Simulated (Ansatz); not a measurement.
AlB$_{2}$Ru$_{2}$:
```cif
data_Al2B4Ru4
_chemical_formula_sum 'Al2 Ru4 B4'
_space_group_name_H-M_alt 'Cmmm'
_space_group_IT_number 65
_space_group_name_Hall '-C 2 2'
_cell_length_a 2.93225
_cell_length_b 12.74389
_cell_length_c 2.81220
_cell_angle_alpha 90.000
_cell_angle_beta 90.000
_cell_angle_gamma 90.000
loop_
_space_group_symop_operation_xyz
  'x, y, z'
  '-x, -y, -z'
  '-x, -y, z'
  'x, y, -z'
  'x, -y, -z'
  '-x, y, z'
  '-x, y, -z'
  'x, -y, z'
  'x+1/2, y+1/2, z'
  '-x+1/2, -y+1/2, -z'
  '-x+1/2, -y+1/2, z'
  'x+1/2, y+1/2, -z'
  'x+1/2, -y+1/2, -z'
  '-x+1/2, y+1/2, z'
  '-x+1/2, y+1/2, -z'
  'x+1/2, -y+1/2, z'
loop_
_atom_site_label
_atom_site_type_symbol
_atom_site_symmetry_multiplicity
_atom_site_Wyckoff_symbol
_atom_site_fract_x
_atom_site_fract_y
_atom_site_fract_z
_atom_site_occupancy
Al1 Al 2 a 0.00000 0.00000 0.00000 1
Ru1 Ru 4 j 0.50000 0.14207 0.50000 1
B1 B 4 i 0.00000 0.20970 0.00000 1
```
(The calculation used a cell of 5 atoms; values per cell refer to that cell.)

Relaxed at zero pressure with DFT-r²SCAN in the program Ansatz with PAW potentials.

The volume is lowered by 9 % and shape and atoms relax at that volume. What pressure results, and how do the axes share the change?

27.6 GPa; a -1.4 %, b -5.6 %, c -2.2 %; the energy rises by 75 meV/atom.

Give the new structure.


Space group Cmmm (No. 65); a = 2.8908 Å, b = 12.0309 Å, c = 2.7496 Å, α = β = γ = 90.00°

```
atom  site  symmetry       x       y       z
----  ----  --------  ------  ------  ------
Al      2a       mmm  0.0000  0.0000  0.0000
Ru      4j       m2m  0.5000  0.1376  0.5000
B       4i       m2m  0.0000  0.2090  0.0000
```

The phase is kept; no other phase was compared at this pressure.

The start of the workflow was typed in or built on a structure type; neither database checked (COD, Materials Project) lists it. Its standing as an ambient phase is unchecked. The cell was relaxed with r²SCAN under the symmetry of its start; its stability against distortions is not shown here. The run is not spin-polarised. The volume moved by 17 % from the start of the relaxation.

Potentials: the later of the program's two PAW sets.
